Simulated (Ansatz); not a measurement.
B4C in space group Cm (No. 8; Pearson symbol mS30), DFT-PBEsol in the program Ansatz with PAW potentials. The conduction-band minimum lies at A, with 1 equivalent valley. Second derivatives d²E/dk² of the lowest band at one valley (eV·Å²), along Cartesian directions:

```
direction  d²E/dk²
---------  -------
[100]        2.639
[010]        4.607
[001]        22.07
[110]        3.623
[101]        16.17
[011]        13.33
```

Task: Find the principal effective masses, the density-of-states mass and the conductivity mass.

Result: Off-diagonal terms follow from H_xy = H[110] − (H_xx + H_yy)/2, and m*/mₑ = 7.620 eV·Å² over each eigenvalue: 0.33, 1.7, 4.0. One valley's DOS mass (m₁m₂m₃)^(1/3) = 1.3, conductivity mass 3/(Σ 1/mᵢ) = 0.78 mₑ.

Task: What effective density of states Nc follows at 300 K for parabolic valleys?

Result: Nc = 2.509e19 × 1 × (1.3)^(3/2) ≈ 3.7e19 cm⁻³.

Task: With the computed static dielectric constant 8.41 (mean of the diagonal), estimate a hydrogenic donor's binding energy and radius.

Result: E = 13.606 eV × 0.78/8.41² ≈ 150 meV; a = 0.529 Å × ε/m* ≈ 5.7 Å. Semilocal masses tend to be too small where the gap is.

The workflow started from a Materials Project entry (that database holds measured and hypothetical structures alike); the Crystallography Open Database copy checked does not list it. Whether it is the stable phase at ambient conditions was not checked. The PBEsol relaxation kept the symmetry of its start; phonons on a q-mesh show no instability.

Potentials: the later of the program's two PAW sets.
